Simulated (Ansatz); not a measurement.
A distorted cell of Al (fcc, Cu type):

```
CELL_PARAMETERS angstrom
      3.99072     0.00000     0.00000
      0.00000     3.99072     0.00000
      0.00000     0.00000     3.99072
ATOMIC_POSITIONS crystal
  Al 0.00000 0.00000 0.00000
  Al 0.50000 0.50000 0.00000
  Al 0.50000 0.00000 0.50000
  Al 0.08896 0.50000 0.50000
```

Level of theory: r2SCAN (plane waves to 500 eV, PAW, scalar-relativistic; Ansatz, a quantum-chemistry and plane-wave program). k mesh 9×9×9 (Γ-centred), Fermi-Dirac smearing 0.05 eV. Energies are smeared free energies. Stress and pressure are positive under compression. With partly filled bands, energies and forces of such displacements shift with the k mesh and the smearing. On this mesh the relaxed cell isn't quite at rest: it carries a pressure of 0.3 GPa (compression positive) at the zero of the scan. Al was relaxed with its symmetry unable to fall. The PAW data are Ansatz's earlier set.

Problem. Predict the force on every atom, in eV/Å.

Solution. 
```json
[
 {"atom": "Al1", "Fx": "-0.151", "Fy": "0.000", "Fz": "0.000"},
 {"atom": "Al2", "Fx": "1.095", "Fy": "0.000", "Fz": "0.000"},
 {"atom": "Al3", "Fx": "1.095", "Fy": "0.000", "Fz": "0.000"},
 {"atom": "Al4", "Fx": "-2.039", "Fy": "0.000", "Fz": "0.000"}
]
```

Problem. Give the stress tensor in GPa and the pressure.

Solution. 
```
    3.7      0.0      0.0
    0.0      2.8      0.0
    0.0      0.0      2.8
```
The pressure, a third of the trace, is 3.1 GPa.

Problem. In it atom 4 sits (0.355, 0.000, 0.000) Å away from its relaxed site. What is its energy relative to the relaxed cell?

Solution. 354 meV/cell.

(For displaced atoms, the force is minus the slope of the energy, and its curvature is a force constant, which sets phonon frequencies.)
